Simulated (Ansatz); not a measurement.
# Computed map of one atom of the cell: HgTe (zinc blende)

Starting cell, HgTe (zinc blende):

```
HgTe
1.0
    0.00000     3.28657     3.28657
    3.28657     0.00000     3.28657
    3.28657     3.28657     0.00000
Te Hg
1 1
Direct
  0.25000   0.25000   0.25000
  0.00000   0.00000   0.00000
```

In this cell atom 1 (Te, nearest neighbour Hg at 2.846 Å; its periodic images, 4.6 Å or more away, move with it) is moved by u·(0.707, 0.707, 0.000) + v·(0.000, 0.000, 1.000); the rest is frozen.

The numbers are results of r2SCAN (plane waves to 500 eV, PAW, scalar-relativistic; Ansatz, a first-principles code), not measurements. k mesh 7×7×7 (Γ-centred), Fermi-Dirac smearing 0.05 eV. E stands for the smeared free energy. With partly filled bands, energies and forces of such displacements shift with the k mesh and the smearing. Fu and Fv are the components of the force on the atom. At this level the bands of HgTe touch or barely overlap. HgTe was relaxed with its symmetry unable to fall. Spin-orbit coupling is left out, though Hg and Te are heavy. The zero of ΔE is the undisplaced structure. Axes are in Å.

ΔE (meV/cell), with u across and v down:

```csv
v \ u,-0.430,-0.287,-0.143,0.000,0.143,0.287,0.430
-0.430,1553,788,384,259,384,788,1553
-0.287,994,475,201,116,201,475,994
-0.143,591,257,83,30,83,257,591
0.000,335,133,31,0,31,133,335
0.143,211,100,45,30,45,100,211
0.287,199,147,123,116,123,147,199
0.430,270,260,258,259,258,260,270
```

Fv (eV/Å), with u across and v down:

| v \ u | -0.430 | -0.287 | -0.143 | 0.000 | 0.143 | 0.287 | 0.430 |
|---|---|---|---|---|---|---|---|
| -0.430 | 4.46 | 2.51 | 1.50 | 1.19 | 1.50 | 2.51 | 4.46 |
| -0.287 | 3.35 | 1.85 | 1.05 | 0.80 | 1.05 | 1.85 | 3.35 |
| -0.143 | 2.28 | 1.19 | 0.60 | 0.41 | 0.60 | 1.19 | 2.28 |
| 0.000 | 1.30 | 0.54 | 0.13 | 0.00 | 0.13 | 0.54 | 1.30 |
| 0.143 | 0.45 | -0.06 | -0.33 | -0.41 | -0.33 | -0.06 | 0.45 |
| 0.287 | -0.24 | -0.57 | -0.75 | -0.80 | -0.75 | -0.57 | -0.24 |
| 0.430 | -0.73 | -0.99 | -1.14 | -1.19 | -1.14 | -0.99 | -0.73 |

Key numbers:

| Item | Value |
|---|---|
| Principal force constants in the plane (five-point differences of the forces) | 2.9 eV/Å², isotropic |
| Centre of the map | a minimum |
| Lowest place on the grid | u = 0.000 Å, v = 0.000 Å (0 meV/cell) |
| Highest place on the grid, met at several equal points | u = -0.430 Å, v = -0.430 Å; u = 0.430 Å, v = -0.430 Å (1553 meV/cell) |

The 49 points together took very roughly 17 core-minutes.

(A displaced cell: forces are minus the slopes of the energy, force constants its curvatures, and phonons follow from these.)
